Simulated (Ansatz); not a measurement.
The cell is COD entry 9009698, as deposited and not checked against the literature; nothing was relaxed.

InPt$_{3}$: DFT, PBEsol, PAW with Ansatz's default frozen-core files, scalar-relativistic (Ansatz 0.2.0).

Command: `ansatz run input.yaml --threads 1 --pin off --max-ram 4096MiB --backend cpu --events-out ev --progress --plain --runs-dir out` The run took 30 s on 1 thread of Arm Neoverse V2 (shared host), peak memory 0.47 GiB.

```yaml
crystal:
  lattice:
    - [3.988, 0.0, 0.0]
    - [0.0, 3.988, 0.0]
    - [0.0, 0.0, 3.988]
  atoms:
    - { symbol: In, position: [0.0, 0.0, 0.0] }
    - { symbol: Pt, position: [0.5, 0.5, 0.0] }
    - { symbol: Pt, position: [0.0, 0.5, 0.5] }
    - { symbol: Pt, position: [0.5, 0.0, 0.5] }
kpoints:
  mp_grid: { grid: [10, 10, 10] }
  band_path:
    path:
      - [0.0, 0.0, 0.0]
      - [0.0, 0.5, 0.0]
      - [0.5, 0.5, 0.0]
      - [0.0, 0.0, 0.0]
      - [0.5, 0.5, 0.5]
      - [0.0, 0.5, 0.0]
      - [0.5, 0.5, 0.5]
      - [0.5, 0.5, 0.0]
    npoints: 14
scf:
  occupations: { method: fermi_dirac, width: 0.05 }
hamiltonian:
  xc: pbesol
  pseudopotentials: { kind: paw }
output:
  forces: true
  stress: true
  eigenvalues: true
  efg: { contact_densities: true }
  populations: true
  bader: true
  dos: { projected: true, de: 0.2, e_range: [-14, 8] }
  write_density: true
  write_potential: true
  elf: true
  volumetric_format: npy
```

Output:

```
In, Pt: output.efg is read without spin–orbit coupling, which moves field gradients at and beside such atoms by some per cent and up to a factor of two; PAW files take it under magnetization.noncollinear and magnetization.spin_orbit
Engine: ansatz 0.2.0
Pseudopotentials: kind: paw
Pseudopotential: In, paw, valence charge 13, recommended cutoff 420 eV (normal)
Pseudopotential: Pt, paw, valence charge 18, recommended cutoff 420 eV (normal)
Functional definition: PBEsol
  exchange = pbesol_x
  correlation = pbesol_c
Crystal: 4 atoms, lattice volume = 63.426 Å³
Basis set: ecut = 420 eV, 1237 PW (Γ), exchange–correlation on 54×54×54 points (8 copies of the dense FFT grid, shifted against one another)
Bands: 41, of which v1, the nominal top of the filled ones, is band 34 counted from 1 (33 counted from 0)
Symmetry: 48 space group operations
Space group: Pm-3m (ITA 221), of the structure as read, at distance tolerance 4.0e-5 Å
k-points: 56 of 1000
Non-local potential: In, projectors of the file, l = 0: 2, l = 1: 2, l = 2: 2, l = 3: 2
Non-local potential: Pt, projectors of the file, l = 0: 3, l = 1: 2, l = 2: 2, l = 3: 1
PAW form: soft (Blöchl's): semilocal exchange-correlation on the pseudo side does not see the compensation charge
PAW frozen core: In, regenerated for the run's functional, and the local potential with it (the file was generated under x = pbe(κ = 0.804, μ = 0.2195149727645171), c = pbe(β = 0.06672455060314922))
PAW frozen core: Pt, regenerated for the run's functional, and the local potential with it (the file was generated under x = pbe(κ = 0.804, μ = 0.2195149727645171), c = pbe(β = 0.06672455060314922))
PAW one-centre angular grid: In, 590 points (default); XC on 64 Gauss nodes
PAW one-centre angular grid: Pt, 590 points (default); XC on 64 Gauss nodes
Initial density: superposition of atomic densities (neutral atoms: chi_scale 0, normalization atom), corrected by the library's trained network
Initial wavefunctions: pseudopotential atomic-orbital guess
Functional: x = pbesol(κ = 0.804, μ = 0.12345679012345678), c = pbesol(β = 0.046)
SCF iter   1: F=—  HF=-42678.388052 eV  |F-HF|=—  |Δ(HF+E_count)|=         —  Δρ=9.78e-3  dr2=6.73e-2  ethr=1.77e-3  ⟨swp⟩=6.3  Hψ=8484  notcnv=0  defer=8
preconditioner: auto → Kerker (q_TF=auto, 2.753 Å⁻¹)  [metal: Δε(μ)=0.030 eV  Ē_g=11.639 eV  σ=0.050 eV  W_gap=0.15  n_scr=26 (ndim 8)  ℏωp=30.6 eV  f_vac=0.000  D(μ)=2.90/eV (n_scr^D=26)]
SCF iter   2: F=—  HF=-42678.376832 eV  |F-HF|=—  |Δ(HF+E_count)|=   1.12e-2  Δρ=4.78e-3  dr2=1.79e-2  ethr=1.00e-4  ⟨swp⟩=2.1  Hψ=3021  notcnv=0  defer=51
SCF iter   3: F=—  HF=-42678.372557 eV  |F-HF|=—  |Δ(HF+E_count)|=   4.27e-3  Δρ=8.20e-4  dr2=5.46e-4  ethr=2.68e-5  ⟨swp⟩=2.0  Hψ=2902  notcnv=0  defer=51
SCF iter   4: F=—  HF=-42678.372425 eV  |F-HF|=—  |Δ(HF+E_count)|=   1.31e-4  Δρ=1.67e-4  dr2=4.08e-5  ethr=8.15e-7  ⟨swp⟩=2.5  Hψ=3094  notcnv=0  defer=51
SCF iter   5: F=—  HF=-42678.372431 eV  |F-HF|=—  |Δ(HF+E_count)|=   5.08e-6  Δρ=5.38e-5  dr2=1.75e-6  ethr=6.09e-8  ⟨swp⟩=2.2  Hψ=3074  notcnv=0  defer=51
SCF iter   6: F=—  HF=-42678.372430 eV  |F-HF|=—  |Δ(HF+E_count)|=   6.31e-7  Δρ=1.50e-5  dr2=1.84e-7  ethr=2.61e-9  ⟨swp⟩=2.0  Hψ=3056  notcnv=0  defer=51
SCF iter   7: F=-42678.372430 eV  HF=-42678.372430 eV  |F-HF|=3.17e-9  |Δ(HF+E_count)|=   4.89e-8  Δρ=4.14e-6  dr2=9.17e-9  ethr=1.49e-10  ⟨swp⟩=11.5  Hψ=14112  notcnv=0
SCF 1 converged in 7 iterations: F = -42678.372430 eV  dr2 = 9.17e-9
  greatest PAW one-centre occupation: 1.000 electrons in one spin orbital (limit 2), on the Pt atom at site 3 (counted from 0), in its partial waves of l = 0
NSCF: frozen V_eff on 99 k-points
SCF converged after 7 iterations
Free energy (F): -42678.372430 eV
Harris-Foulkes:  -42678.372430 eV  (|F-HF|=3.17e-9)
Internal energy: -42678.349349 eV  (E = F + TS)
E sigma→0 (E₀):  -42678.360890 eV
Entropy (-TS):   -0.023080 eV (-5.770 meV/atom)
Fermi energy:    20.777924 eV
--- Per-component energies (eV) ---
  E_band       = -396.951981
  E_kinetic    = 2162.984078
  E_local      = -5497.835195  (includes V_loc(G=0)·N_el)
  E_nonlocal   = 978.774892
  E_hartree    = 2074.454705
  E_xc         = -996.406093
  E_vxc        = -1009.828655  (∫ρ·V_xc dr)
  E_paw        = -32035.802895  (= ΣΔE_a)
  E_vpaw       = -1179.954398  (= ΣTr[D̂ρ^β])
  E_aug_tail   = 0.000590  (compensation charges beyond the density's cutoff)
  E_ewald      = -9365.616279
  E_core_change = 1.096846  (= ΣΔE_core)
  E_smearing   = -0.023080  (= −TS)
  E_closure    = 0.000000  (closes the sum)
  Σ components = -42678.372430   (vs F -42678.372430, Δ=0.00e0)
--- Forces (eV/Å), atoms counted from 1 ---
  atom   1  In    -0.00000000     0.00000000     0.00000000
  atom   2  Pt     0.00000000    -0.00000000    -0.00000000
  atom   3  Pt     0.00000000    -0.00000000    -0.00000000
  atom   4  Pt     0.00000000    -0.00000000    -0.00000000
  max |Σ_I F_I| component: 7.93e-29 eV/Å
--- Stress (GPa, compression-positive) ---
        0.850372      -0.000000       0.000000
       -0.000000       0.850372       0.000000
        0.000000       0.000000       0.850372
  P = ⅓ Tr σ = 0.8504 GPa (8.504 kbar)
--- PAW observables at the nuclei: V_zz in 10²¹ V/m², potentials from the cell's mean, atoms counted from 1 ---
  atom   1  In V_zz =    +0.000000   η = 0.0000   by run symmetry: forbidden
            electrostatic potential = -7953.408716 V   contact ρ = 1131327.667175 e/Å³
  atom   2  Pt V_zz =    -9.486699   η = 0.0000   by run symmetry: allowed
            electrostatic potential = -16126.791787 V   contact ρ = 12069294.473707 e/Å³
  atom   3  Pt V_zz =    -9.486699   η = 0.0000   by run symmetry: allowed
            electrostatic potential = -16126.791787 V   contact ρ = 12069294.473707 e/Å³
  atom   4  Pt V_zz =    -9.486699   η = 0.0000   by run symmetry: allowed
            electrostatic potential = -16126.791787 V   contact ρ = 12069294.473707 e/Å³
--- Band table (eV; the first three rows and the last of 56) ---
  k-point 0: bands = ["-77.4232", "-77.3972", "-77.3972", "-31.7488", "-31.7488", "-31.7488", "-31.5828", "-31.5828", "-31.5828", "-31.4812", "-31.4812", "-31.4812", "6.4852", "6.4852", "6.5495", "6.5495", "6.5495", "10.1419", "14.0634", "15.5646", "15.5646", "15.5646", "15.7621", "15.7621", "18.7485", "18.7485", "18.7485", "19.9607", "19.9607", "20.8101", "21.0585", "21.0585", "21.0585", "21.2956", "21.2956", "21.2956", "26.5062", "27.8625", "27.8625", "29.9772", "29.9772"]
  k-point 1: bands = ["-77.4227", "-77.3977", "-77.3972", "-31.7451", "-31.7451", "-31.7426", "-31.5838", "-31.5838", "-31.5831", "-31.4881", "-31.4839", "-31.4839", "6.4922", "6.4995", "6.5512", "6.5558", "6.5558", "10.2630", "14.1400", "15.5826", "15.6097", "15.6097", "15.6920", "15.8519", "18.5617", "18.5617", "18.7038", "19.7835", "19.9531", "20.5158", "20.5158", "20.5909", "20.7006", "21.2960", "22.0303", "22.0303", "26.5453", "27.8189", "28.1280", "30.0471", "30.0471"]
  k-point 2: bands = ["-77.4211", "-77.3993", "-77.3972", "-31.7348", "-31.7348", "-31.7246", "-31.5870", "-31.5870", "-31.5838", "-31.5080", "-31.4913", "-31.4913", "6.5105", "6.5370", "6.5557", "6.5727", "6.5727", "10.6221", "14.3422", "15.4588", "15.6320", "15.7356", "15.7356", "16.1142", "18.1675", "18.1675", "18.5855", "19.1552", "19.8478", "19.9108", "19.9370", "19.9370", "20.4028", "21.2968", "23.0766", "23.0766", "26.0073", "27.7001", "29.4014", "29.8643", "29.8643"]
  k-point 55: bands = ["-77.4058", "-77.4058", "-77.4058", "-31.8352", "-31.7185", "-31.7185", "-31.7185", "-31.4976", "-31.4976", "-31.4899", "-31.4899", "-31.4899", "6.4864", "6.4864", "6.4864", "6.6989", "6.6989", "12.8647", "14.9276", "14.9276", "14.9276", "17.1754", "17.1754", "17.1754", "18.7044", "18.7044", "18.7044", "18.7256", "18.7256", "18.7256", "19.2609", "19.2609", "20.4125", "20.8604", "20.8604", "20.8604", "24.0015", "25.0753", "25.0753", "25.0753", "34.3718"]
--- Löwdin populations: 4 sites ---
  site symbol       q [e]
     0     In     13.3812
     1     Pt     17.7354
     2     Pt     17.7354
     3     Pt     17.7354
  spilling = 0.006159 (of n_electrons = 67.000000)
--- Bader charges: 4 sites ---
  site symbol  charge [e]  shift [e]
     0     In      1.0548     0.0012
     1     Pt     -0.3516     0.0004
     2     Pt     -0.3516     0.0004
     3     Pt     -0.3516     0.0004
  estimated error of the sums over rays = 1.3e-4 e
```

populations.tsv:

```
# site	symbol	l	j	q
# orbitals = lowdin
# n_electrons = 67.000000
# spilling = 0.006159
0	In	0_5S	-	1.174944
0	In	1_5P	-	2.219203
0	In	2_4D	-	9.987010
1	Pt	0_5S	-	1.965355
1	Pt	0_6S	-	0.790496
1	Pt	1_5P	-	5.992338
1	Pt	2_5D	-	8.987202
2	Pt	0_5S	-	1.965355
2	Pt	0_6S	-	0.790496
2	Pt	1_5P	-	5.992338
2	Pt	2_5D	-	8.987202
3	Pt	0_5S	-	1.965355
3	Pt	0_6S	-	0.790496
3	Pt	1_5P	-	5.992338
3	Pt	2_5D	-	8.987202
```

bader_charges.tsv:

```
# site	symbol	x_ang	y_ang	z_ang	partial_charge_e	electrons	volume_ang3	relative_density_drop	shared_charge_e	partial_wave_shift_e
# quadrature_error_electrons = 1.3e-4
0	In	0.0000	0.0000	0.0000	1.05482	47.94518	12.68	-	1.05482	0.00115
1	Pt	1.9940	1.9940	0.0000	-0.35161	78.35161	16.92	-	-0.35161	0.00038
2	Pt	0.0000	1.9940	1.9940	-0.35161	78.35161	16.92	-	-0.35161	0.00038
3	Pt	1.9940	0.0000	1.9940	-0.35161	78.35161	16.92	-	-0.35161	0.00038
```

Spin polarisation is left out, and whether a magnetic state lies lower isn't shown here.
